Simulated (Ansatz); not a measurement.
V₃Sn:
```
V3Sn
1.0
    5.60478     0.00000     0.00000
   -2.80239     4.85388     0.00000
    0.00000     0.00000     4.51962
V Sn
6 2
Cartesian
  2.80239   3.39519   1.12990
 -1.53913   4.12454   3.38971
  1.26326   0.72934   1.12990
  0.00000   1.45869   3.38971
  4.34152   0.72934   1.12990
  1.53913   4.12454   3.38971
  0.00000   3.23592   1.12990
  2.80239   1.61796   3.38971
```
The run is spin-polarised; directions of the spins, atom by atom: 0 0 0 0 0 0 0 0.

Relaxed with r²SCAN.

Task: Give the Bader charges and basin volumes of the independent atoms, DFT-r²SCAN in the program Ansatz with PAW potentials.

Result: 

```csv
atom,Bader charge (e),Bader volume (Å³)
V1,+0.34,12.8
Sn7,-1.01,23.0
```

Space group P6_3/mmc. The workflow started from an entry of the Crystallography Open Database (COD), which files this formula under 2 space groups. Whether it is the stable phase at ambient conditions was not checked. Symmetry was held in the r²SCAN relaxation; whether a distortion lowers the energy is not shown. Magnetic state: ferromagnetic, the only order run, not a proven ground state. Other orbital occupations within this spin state were not tried. Spin–orbit coupling is left out wherever it is not named.

Potentials: the later of the program's two PAW sets.
